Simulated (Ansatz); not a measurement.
InGaSbAs:
```xyz
4
Lattice="4.3575 0.0000 0.0000 0.0000 4.3910 0.0000 0.0000 0.0000 6.2315" Properties=species:S:1:pos:R:3 pbc="T T T"
In     0.0000     0.0000     6.1247
As     0.0000     2.1955     4.5739
Ga     2.1788     2.1955     3.2161
Sb     2.1788     0.0000     1.6825
```

Relaxed with PBE.

Problem. Which orbitals make up the states near the Fermi level in PBE (plane waves, PAW; program Ansatz)?

Solution. Within 0.5 eV of the Fermi level: Sb 5p 45 %, As 4p 24 %, In 5p 13 %, Ga 4p 7 %. Projections are on Löwdin-orthogonalised atomic valence shells; empty p or d shells of many metals are not among them.

Problem. Tabulate the density of states.

Solution. States/eV per cell of 4 atoms, in 0.25 eV bins, energy from the Fermi level.

| E (eV) | total | As 4p | Sb 5p | In 5p |
|---|---|---|---|---|
| -7.85 | 0.00 | 0.00 | 0.00 | 0.00 |
| -7.60 | 0.00 | 0.00 | 0.00 | 0.00 |
| -7.35 | 0.00 | 0.00 | 0.00 | 0.00 |
| -7.10 | 0.00 | 0.00 | 0.00 | 0.00 |
| -6.85 | 0.00 | 0.00 | 0.00 | 0.00 |
| -6.60 | 0.31 | 0.07 | 0.05 | 0.00 |
| -6.35 | 0.81 | 0.17 | 0.14 | 0.01 |
| -6.10 | 3.14 | 0.63 | 0.59 | 0.11 |
| -5.85 | 2.41 | 0.49 | 0.46 | 0.10 |
| -5.60 | 2.02 | 0.45 | 0.38 | 0.05 |
| -5.35 | 1.64 | 0.35 | 0.33 | 0.05 |
| -5.10 | 1.28 | 0.28 | 0.25 | 0.04 |
| -4.85 | 0.96 | 0.21 | 0.18 | 0.03 |
| -4.60 | 0.71 | 0.17 | 0.12 | 0.02 |
| -4.35 | 0.57 | 0.15 | 0.09 | 0.02 |
| -4.10 | 0.49 | 0.14 | 0.07 | 0.01 |
| -3.85 | 0.44 | 0.14 | 0.05 | 0.01 |
| -3.60 | 0.38 | 0.12 | 0.04 | 0.02 |
| -3.35 | 1.48 | 0.52 | 0.31 | 0.24 |
| -3.10 | 3.19 | 1.02 | 0.82 | 0.54 |
| -2.85 | 2.64 | 0.85 | 0.67 | 0.41 |
| -2.60 | 3.46 | 1.16 | 0.89 | 0.49 |
| -2.35 | 3.72 | 1.33 | 0.95 | 0.51 |
| -2.10 | 3.84 | 1.41 | 1.01 | 0.53 |
| -1.85 | 3.07 | 1.11 | 0.89 | 0.46 |
| -1.60 | 2.63 | 0.86 | 0.90 | 0.44 |
| -1.35 | 2.80 | 0.82 | 1.09 | 0.46 |
| -1.10 | 2.12 | 0.55 | 0.93 | 0.31 |
| -0.85 | 1.73 | 0.44 | 0.81 | 0.28 |
| -0.60 | 1.46 | 0.32 | 0.77 | 0.24 |
| -0.35 | 0.61 | 0.16 | 0.31 | 0.08 |
| -0.10 | 0.10 | 0.03 | 0.05 | 0.01 |
| 0.15 | 0.05 | 0.01 | 0.01 | 0.01 |
| 0.40 | 0.20 | 0.03 | 0.03 | 0.02 |
| 0.65 | 0.55 | 0.10 | 0.07 | 0.05 |
| 0.90 | 0.88 | 0.18 | 0.10 | 0.08 |
| 1.15 | 1.14 | 0.25 | 0.13 | 0.11 |
| 1.40 | 1.88 | 0.35 | 0.25 | 0.25 |
| 1.65 | 3.05 | 0.51 | 0.47 | 0.45 |
| 1.90 | 3.24 | 0.47 | 0.56 | 0.48 |
| 2.15 | 2.77 | 0.39 | 0.48 | 0.39 |
| 2.40 | 2.71 | 0.38 | 0.44 | 0.42 |
| 2.65 | 1.54 | 0.21 | 0.25 | 0.25 |
| 2.90 | 1.68 | 0.23 | 0.23 | 0.33 |
| 3.15 | 2.05 | 0.25 | 0.23 | 0.50 |
| 3.40 | 2.36 | 0.26 | 0.25 | 0.65 |
| 3.65 | 3.57 | 0.39 | 0.41 | 1.06 |
| 3.90 | 3.80 | 0.41 | 0.50 | 1.29 |
| 4.15 | 2.95 | 0.37 | 0.37 | 0.89 |
| 4.40 | 2.92 | 0.36 | 0.35 | 0.88 |
| 4.65 | 3.59 | 0.44 | 0.45 | 0.93 |

Space group Pmm2. The start of the workflow was typed in or built on a structure type; neither database checked (COD, Materials Project) lists it. Whether it is the stable phase at ambient conditions was not checked. The cell was relaxed with PBE under the symmetry of its start; whether a distortion lowers the energy is not shown. Spin–orbit coupling is left out wherever it is not named.

Potentials: the later of the program's two PAW sets.
